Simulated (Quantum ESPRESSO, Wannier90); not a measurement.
**MgTe (zinc blende): Wannier90 run**

```
MgTe
1.0
    0.00000     3.23200     3.23200
    3.23200     0.00000     3.23200
    3.23200     3.23200     0.00000
Mg Te
1 1
Cartesian
  0.00000   0.00000   0.00000
  1.61600   1.61600   1.61600
```

Structure: Materials Project mp-13033, symmetrised, not relaxed again. Not found in the COD (Crystallography Open Database) copy used, which has the formula in other groups; not checked further. Computed values, not measurements, from PBEsol: Quantum ESPRESSO (norm-conserving PseudoDojo potentials, cutoff 68 Ry, no spin polarisation, no spin-orbit coupling) on a Γ-centred 8×8×8 mesh, then Wannier90. Density: 8×8×8 mesh, cold smearing 0.01 Ry. Spin-orbit coupling is left out although heavy elements are present.

Base run: 8 functions from bands 10-24 of the 24 computed, start hydrogen-like Mg: s;p; Te: s;p, centres 0.05 Å off the atoms, frozen window up to 3.78 eV relative to the valence-band maximum, outer window open. Its settings: num_cg_steps = 5, trial_step = 2 and dis_mix_ratio = 0.5 (the program's defaults), conv_tol = 1.0e-6 over 4 steps, num_iter = 800, dis_conv_tol = 1.0e-6, dis_num_iter = 1000. One of them is changed at a time.

```csv
run,disentanglement steps,localisation steps,Ω_I (Å²),Ω_total (Å²),ended
base,252,688,15.940,17.935,converged
fixed_step = 2.0,252,800,15.940,24.737,step limit
conv_tol = 1.0e-4,252,128,15.940,18.233,converged
dis_mix_ratio = 0.2,670,688,15.940,17.935,converged
```
